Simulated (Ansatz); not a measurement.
Values for one crystal, relaxed and computed with the program Ansatz at the r²SCAN level (PAW); other levels are named.

| Item | Value |
|---|---|
| Volume per atom | 22.58 Å³ |
| Electronic character | metallic (no gap) |
| Highest zone-centre frequency | 33.3 meV |
| Mechanical stability | stable (all eigenvalues of C positive) |
| Zone-centre stability | no imaginary mode at Γ |
| Density of states at the Fermi level | 0.36 states/eV per atom (mean over ±0.08 eV) |
| Poisson's ratio | 0.26 |

Q: Which of these materials gives this?
(A) Be, hcp (Mg type)
(B) Lu, hcp (Mg type)
(C) Gd, hcp (Mg type)
(D) Mg, hcp (Mg type)

A: D, Mg, hcp (Mg type)

Space group P6_3/mmc (hcp (Mg type)). The cell was relaxed with r²SCAN under the symmetry of its start.

Potentials: the earlier of the program's two PAW sets.
